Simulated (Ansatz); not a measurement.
**Energy and pressure of WF2 against volume, without spin**

Computed with Ansatz 0.2.0, DFT PBE+U, scalar-relativistic, plane waves, PAW.

```yaml
crystal:
  lattice:
    - [0.00000, 2.67970, 2.67970]
    - [2.67970, 0.00000, 2.67970]
    - [2.67970, 2.67970, 0.00000]
  atoms:
    - { symbol: W, position: [0.00000, 0.00000, 0.00000] }
    - { symbol: F, position: [0.25000, 0.25000, 0.25000] }
    - { symbol: F, position: [0.75000, 0.75000, 0.75000] }
```

| Property | Result |
| --- | --- |
| plane-wave cutoff | 420 eV |
| Γ-centred k-mesh | 10×10×10 |
| occupation rule | Gaussian smearing, 0.02 eV |
| U_eff on Löwdin-orthogonalised atomic d orbitals | W 6.2 eV |
| spin treatment | unpolarised |

The cell is scaled evenly at fixed fractional positions, V₀ being the volume of the cell shown; start: no spin polarisation. Energies are extrapolated to zero smearing. A spin-polarised state can lie lower, at larger volumes above all.

| V/V₀ | E above lowest (meV/atom) | P (GPa) |
| --- | --- | --- |
| 0.800 | 278.3 | 43.1 |
| 0.860 | 118.7 | 24.5 |
| 0.920 | 34.1 | 11.5 |
| 0.960 | 7.9 | 5.1 |
| 1.000 | 0.0 | 0.0 |
| 1.040 | 6.7 | -4.0 |
| 1.100 | 37.7 | -8.6 |
| 1.180 | 106.6 | -12.6 |

Cost: 8 runs of about 0.58 core-minutes in all, on Intel Xeon Processor @ 2.70GHz (shared hosts).